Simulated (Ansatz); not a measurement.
Relaxed-ion elastic tensor of MgO (CsCl type, Pm-3m) in GPa (Voigt order), the program Ansatz at the r²SCAN level (PAW); density 3.70 g/cm³, 9.05 Å³ per atom.

```
  622  -74.0  -74.0    0.0    0.0    0.0
-74.0    622  -74.0    0.0    0.0    0.0
-74.0  -74.0    622    0.0    0.0    0.0
  0.0    0.0    0.0  -61.2    0.0    0.0
  0.0    0.0    0.0    0.0  -61.2    0.0
  0.0    0.0    0.0    0.0    0.0  -61.2
```

Question: Is the crystal mechanically stable?

Answer: No: the smallest eigenvalue of C is -61.2 GPa.

This is a known high-pressure phase of the composition, computed here at zero pressure and temperature. The cell was relaxed with r²SCAN under the symmetry of its start. At this level the phase is mechanically unstable.

Potentials: the earlier of the program's two PAW sets.
